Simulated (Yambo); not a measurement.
G0W0@LDA for VZn$_{2}$N$_{3}$ (space group Cmc2_1, No. 36) in Yambo. Reference settings: 2×2×2 Γ-centred k mesh, bands 19 to 243 and a 7 Ry block in the screening, 243 bands in G with the Bruneval-Gonze terminator, plasmon pole fitted at 27.2 eV. The LDA gap (-0.5, -0.5, 0) → (-0.5, -0.5, 0) on this mesh is 1.35 eV; G0W0 gaps are taken between the same points.

With and without the terminator, as bands are cut:

| bands in G (in W) | gap, terminator (eV) | gap, none (eV) | valence shift, terminator (eV) | valence shift, none (eV) |
|---|---|---|---|---|
| 119 (243) | 2.519 | 2.577 | -0.110 | 0.554 |
| 173 (243) | 2.562 | 2.660 | -0.164 | 0.214 |
| 243 (243) | 2.573 | 2.658 | -0.173 | 0.050 |

Over this range the gap spans 0.054 eV with the terminator and 0.083 eV without, the valence shift 0.063 eV and 0.504 eV. Neither column has reached its limit for certain.

Geometry of the Materials Project entry, not relaxed at this level; primitive cell a = 5.503 Å, b = 5.503 Å, c = 5.240 Å, α = 90.00°, β = 90.00°, γ = 60.71°.

The structure is a Materials Project entry; no match was found in the copy of COD used, and its stability was not checked.

The runs are not spin-polarised; magnetic order was not tried.

A shift is the quasiparticle energy of the state minus its LDA energy.
